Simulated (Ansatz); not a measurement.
Relaxed-ion elastic tensor of SnSe₂ (CdI2 type, P-3m1) in GPa (Voigt order), the program Ansatz at the PBE+D3(BJ) level (PAW); density 5.99 g/cm³, 25.58 Å³ per atom.

```
 103  28.4  17.8  -2.0   0.0   0.0
28.4   103  17.8   2.0   0.0   0.0
17.8  17.8  31.2   0.0   0.0   0.0
-2.0   2.0   0.0  10.6   0.0   0.0
 0.0   0.0   0.0   0.0  10.6  -2.0
 0.0   0.0   0.0   0.0  -2.0  37.3
```

Task: Is the crystal mechanically stable?

Result: Yes: the smallest eigenvalue of C is 10.5 GPa.

Task: Work out the Voigt, Reuss and Hill averages.

Result: K_V = 40.6, K_R = 28.3, K_H = 34.4; G_V = 23.3, G_R = 15.9, G_H = 19.6 GPa.

Task: Give Young's modulus, Poisson's ratio, Pugh's ratio and the universal anisotropy index.

Result: E = 9KG/(3K + G) = 49.4 GPa; ν = 0.26; K/G = 1.76 (near the Pugh limit of 1.75, no verdict); A_U = 5G_V/G_R + K_V/K_R − 6 = 2.75.

Task: Estimate the sound speeds and the Debye temperature.

Result: v_l = √((K + 4G/3)/ρ) = 3180 m/s, v_t = √(G/ρ) = 1810 m/s, mean 2010 m/s; Θ = (h/k)(3n/4πV)^(1/3) v_m = 203 K.

Task: How much does each axis shrink under pressure?

Result: Linear compressibilities β_i = Σ_j S_ij (j = 1 to 3): x 3.9, y 3.9, z 28 per TPa.

The PBE+D3(BJ) relaxation kept the symmetry of its start; of distortions, only those at the zone centre were tested. Scalar-relativistic: spin–orbit coupling is off unless named, which matters more the heavier the elements.

Potentials: the later of the program's two PAW sets.
